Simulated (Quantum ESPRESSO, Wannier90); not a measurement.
**YN (rock salt): Wannier90 run**

```
YN
1.0
    0.00000     2.44836     2.44836
    2.44836     0.00000     2.44836
    2.44836     2.44836     0.00000
Y N
1 1
Cartesian
  0.00000   0.00000   0.00000
  2.44836   2.44836   2.44836
```

Structure: Materials Project mp-2114, symmetrised, not relaxed again. COD (Crystallography Open Database) has an entry of this formula and space group (matched by these alone). Method: PBEsol plane waves in Quantum ESPRESSO 7.5 (PseudoDojo norm-conserving files, 68 Ry, no spin polarisation, no spin-orbit coupling), Bloch states on a 10×10×10 mesh through Γ, Wannier90 4.0.1. Density: 12×12×12 mesh, Gaussian smearing 0.01 Ry. The gap is small at this level and was sampled on the meshes and a path alone.

Functional, cutoff and mesh named above are those of the base row (10×10×10); the first column says what each row takes instead. Model: 4 functions from bands 5-8, start SCDM (isolated) (the valence bands). Energies are relative to the valence-band maximum; the misfit is to pw.x on a path, for all bands of the set. Only the mesh of Bloch states changes. Ω_total can sit in another minimum from row to row; Ω_I of an isolated set cannot.

| mesh | Ω_I (Å²) | Ω_total (Å²) | rms misfit (meV) | k-points (cost) | rough cost of nscf and overlaps (first row = 1) |
|---|---|---|---|---|---|
| 4×4×4 | 5.05 | 5.83 | 46 | 64 | 1.0 |
| 5×5×5 | 5.45 | 6.27 | 38 | 125 | 1.8 |
| 7×7×7 | 5.91 | 6.78 | 15 | 343 | 5 |
| 8×8×8 | 6.05 | 6.93 | 9.3 | 512 | 6 |
| 10×10×10 | 6.23 | 7.13 | 5.6 | 1000 | 11 |
| 12×12×12 | 6.35 | 7.25 | 3.5 | 1728 | 22 |
